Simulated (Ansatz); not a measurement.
Relaxed-ion elastic tensor of VSi$_{2}$ in space group P6_422 (No. 181; V on 3c, Si on 6i) in GPa (Voigt order), PBEsol in the plane-wave PAW code Ansatz; density 4.77 g/cm³, 12.44 Å³ per atom.

```
 397  60.7  79.1   0.0   0.0   0.0
60.7   397  79.1   0.0   0.0   0.0
79.1  79.1   463   0.0   0.0   0.0
 0.0   0.0   0.0   140   0.0   0.0
 0.0   0.0   0.0   0.0   140   0.0
 0.0   0.0   0.0   0.0   0.0   168
```

Q: Is the crystal mechanically stable?

A: Yes: the smallest eigenvalue of C is 140 GPa.

Q: Work out the Voigt, Reuss and Hill averages.

A: K_V = 188, K_R = 187, K_H = 188; G_V = 159, G_R = 157, G_H = 158 GPa.

Q: Give Young's modulus, Poisson's ratio, Pugh's ratio and the universal anisotropy index.

A: E = 9KG/(3K + G) = 370 GPa; ν = 0.17; K/G = 1.19 (brittle by the Pugh limit of 1.75); A_U = 5G_V/G_R + K_V/K_R − 6 = 0.07.

Q: Estimate the sound speeds and the Debye temperature.

A: v_l = √((K + 4G/3)/ρ) = 9140 m/s, v_t = √(G/ρ) = 5760 m/s, mean 6340 m/s; Θ = (h/k)(3n/4πV)^(1/3) v_m = 815 K.

Q: How much does each axis shrink under pressure?

A: Linear compressibilities β_i = Σ_j S_ij (j = 1 to 3): x 1.9, y 1.9, z 1.5 per TPa.

The first step of the workflow began from a Materials Project structure, measured or hypothetical; the Crystallography Open Database files this formula in space group No. 181, but the cells were not matched. Its standing as an ambient phase is unchecked. Symmetry was held in the PBEsol relaxation; its stability against distortions is not shown here. The workflow began spin-polarised and lost its moments. As this level gives no gap, shear constants depend on the k-mesh and smearing (Fermi–Dirac, 0.1 eV here).

Potentials: the later of the program's two PAW sets.
